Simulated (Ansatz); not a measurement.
Y₂H₂C in space group P-3m1 (No. 164; H on 2d, Y on 2d, C on 1a) at seven volumes, r²SCAN in the plane-wave PAW code Ansatz, shape and atoms relaxed at each. One row is withheld.

```csv
V (Å³/atom),P (GPa)
12.714,11.23
13.133,6.92
13.552,3.19
13.971,0.00
14.390,-2.76
14.809,-5.09
15.228,?
```

Task: Fit the shown pressures and predict the withheld one.

Result: Third-order Birch–Murnaghan: P = (3/2)B₀(x^(7/2) − x^(5/2))[1 + (3/4)(B′ − 4)(x − 1)] with x = (V₀/V)^(2/3). Least squares on the six rows gives V₀ = 13.971 Å³/atom, B₀ = 98.51 GPa, B′ = 4.04. At V = 15.228, x = 0.9442 and P = -7.13 GPa. The run itself gave -7.07 GPa.

The workflow started from an entry of the Crystallography Open Database (COD). Whether it is the stable phase at ambient conditions was not checked. The r²SCAN relaxation kept the symmetry of its start; whether a distortion lowers the energy is not shown. No spin polarisation was allowed.

Potentials: the later of the program's two PAW sets.
